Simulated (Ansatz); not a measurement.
**Zone-centre modes in C**

These are results of DFT r2SCAN, scalar-relativistic, plane waves, PAW in Ansatz 0.2.0, not measurements. Cutoff 500 eV, Γ-centred 12×12×10 k-points, Gaussian smearing of 0.15 eV. No spin polarisation.

The undisturbed cell (relaxed at this level; this form isn't the usual structure):

```
C
1.0
     4.82421    0.00000    0.00000
    -2.41211    4.17789    0.00000
     0.00000    0.00000    4.15465
C
10
Direct
  0.66667 0.33333 0.18394
  0.33333 0.66667 0.18394
  0.66667 0.33333 0.81606
  0.33333 0.66667 0.81606
  0.50000 0.50000 0.34073
  0.00000 0.50000 0.34073
  0.50000 0.00000 0.34073
  0.50000 0.50000 0.65927
  0.50000 0.00000 0.65927
  0.00000 0.50000 0.65927
```

Harmonic modes by finite displacements of 0.02 Å, without the LO–TO term.

Problem. At this geometry, is the structure stable against these modes?

Solution. No: 1 mode is unstable, the strongest at 247i cm⁻¹.

Problem. List the wavenumbers in cm⁻¹.

Solution. 247i, 0, 0, 0, 576, 576, 615, 671, 671, 765, 765, 770, 770, 880, 887, 887, 978, 978, 1002, 1024, 1024, 1170, 1216, 1237, 1237, 1267, 1279, 1610, 1610, 1684.

Cost: 1 run of about 17 core-minutes, on Arm Neoverse V2 (shared hosts).